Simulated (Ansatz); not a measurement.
## CaB2H12O10: ¹⁷O nuclear quadrupole resonance

Cell: a computed structure from the Materials Project (it need not be an observed phase), taken as it stands.

```cif
data_CaB2H12O10
_symmetry_space_group_name_H-M 'P2/c'
_symmetry_Int_Tables_number 13
_cell_length_a 8.0105
_cell_length_b 6.5879
_cell_length_c 8.0256
_cell_angle_alpha 90.000
_cell_angle_beta 104.298
_cell_angle_gamma 90.000
loop_
_atom_site_label
_atom_site_type_symbol
_atom_site_symmetry_multiplicity
_atom_site_Wyckoff_symbol
_atom_site_fract_x
_atom_site_fract_y
_atom_site_fract_z
Ca Ca 2 e 0.0000 0.9699 0.7500
B B 4 g 0.8162 0.2749 0.9320
H7 H 4 g 0.3672 0.6665 0.5739
H8 H 4 g 0.3781 0.9042 0.5958
H12 H 4 g 0.3534 0.2328 0.4155
H13 H 4 g 0.3378 0.1657 0.8029
H16 H 4 g 0.7842 0.4766 0.2563
H20 H 4 g 0.0825 0.3405 0.0134
O31 O 4 g 0.7727 0.7464 0.5998
O32 O 4 g 0.9955 0.7745 0.0342
O33 O 4 g 0.4226 0.2106 0.0389
O37 O 4 g 0.7742 0.4848 0.8721
O39 O 4 g 0.7304 0.1158 0.8096
```

One atom of each set is listed.

Method: Kohn–Sham DFT in Ansatz, PBE, plane waves and PAW, scalar-relativistic, 420 eV cutoff, Γ-centred 3×3×3 k-points, Fermi–Dirac smearing 0.02 eV.

¹⁷O: I = 5/2, Q = -25.58 mb (year-2017 value). Static lattice, zero field.

**Question.** Predict the zero-field ¹⁷O lines of each site.

**Answer.** For I = 5/2 and η = 0 the lines are 3|C_Q|/20 and twice that; η pulls their ratio below 2. At large η the states mix, and weaker lines appear at sums of the main ones; lines under 5 % of the strongest are left out.

```tsv
site	atoms	V_zz (10²¹ V/m²)	C_Q (MHz)	η	line frequencies (MHz)
O31	4	10.23	-6.33	0.83	1.49, 1.72, 3.21
O32	4	10.39	-6.43	0.74	1.43, 1.77, 3.20
O33	4	-12.41	7.68	0.85	1.84, 2.08, 3.92
O37	4	11.40	-7.05	0.79	1.62, 1.93, 3.55
O39	4	11.32	-7.00	0.73	1.54, 1.94, 3.47
```

The run took 84 s of wall time (83 s of CPU time) and 0.85 GiB at its peak, on 1 thread of Arm Neoverse V1 (aarch64; 8 cores open to the job, memory cap 2.5 GiB, no GPU), a shared host with a load of 0.5 a core.
